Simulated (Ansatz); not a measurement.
Start of a relaxation, SiCl3 put at a top Al site (Al, Fm-3m (No. 225), (1 1 1) face):

```
Al Si Cl
1.0
     5.63242    0.00000    0.00000
    -2.81621    4.87782    0.00000
     0.00000    0.00000   26.59942
Al Si Cl
16 1 3
Direct
  0.33333 0.16667 0.31956
  0.33333 0.66667 0.31956
  0.83333 0.16667 0.31956
  0.83333 0.66667 0.31956
  0.66667 0.33333 0.40600
  0.66667 0.83333 0.40600
  0.16667 0.33333 0.40600
  0.16667 0.83333 0.40600
  0.00000 0.50000 0.49195
  0.00000 0.00000 0.49195
  0.50000 0.50000 0.49195
  0.50000 0.00000 0.49195
  0.33333 0.66667 0.57953
  0.33333 0.16667 0.57953
  0.83333 0.66667 0.57953
  0.83333 0.16667 0.57953
  0.33333 0.66667 0.66675
  0.09979 0.27409 0.69311
  0.72591 0.82569 0.69311
  0.17431 0.90021 0.69311
```

Level of theory: DFT PBE+D3(BJ), scalar-relativistic, plane waves, PAW in Ansatz 0.2.0. Cutoff 420 eV; k points 6×6×1 on the computed 20-atom cell (Γ-centred); Gaussian smearing, width 0.10 eV; no spin polarisation. The cell repeats along c with a dipole correction in the vacuum.

Atoms 1, 2, 3, 4, 5, 6, 7, 8 (counted from 1) are held. The cell is fixed. Force threshold 0.03 eV/Å.

Question: Where does it end?

Answer: The energy falls by 3.636 eV in 8 steps, to:

```
CELL_PARAMETERS angstrom
5.63242 0.00000 0.00000
-2.81621 4.87782 0.00000
0.00000 0.00000 26.59942
ATOMIC_POSITIONS crystal
Al 0.33333 0.16667 0.31956
Al 0.33333 0.66667 0.31956
Al 0.83333 0.16667 0.31956
Al 0.83333 0.66667 0.31956
Al 0.66667 0.33333 0.40600
Al 0.66667 0.83333 0.40600
Al 0.16667 0.33333 0.40600
Al 0.16667 0.83333 0.40600
Al 0.00242 0.50083 0.49129
Al 0.00000 0.00000 0.49019
Al 0.49917 0.50159 0.49129
Al 0.49841 0.99758 0.49129
Al 0.33333 0.66667 0.57933
Al 0.33211 0.16703 0.57737
Al 0.83493 0.66789 0.57737
Al 0.83297 0.16507 0.57737
Si 0.33333 0.66667 0.67114
Cl 0.99678 0.33088 0.70209
Cl 0.66912 0.66591 0.70209
Cl 0.33409 0.00322 0.70209
```

The end is the local minimum or symmetric point that this start leads to. The slab is only 6.9 Å thick, so the energy isn't converged with thickness.

Cost: 1 run of about 2.5 core-minutes, on Intel Xeon 6975P-C (Granite Rapids) (shared hosts).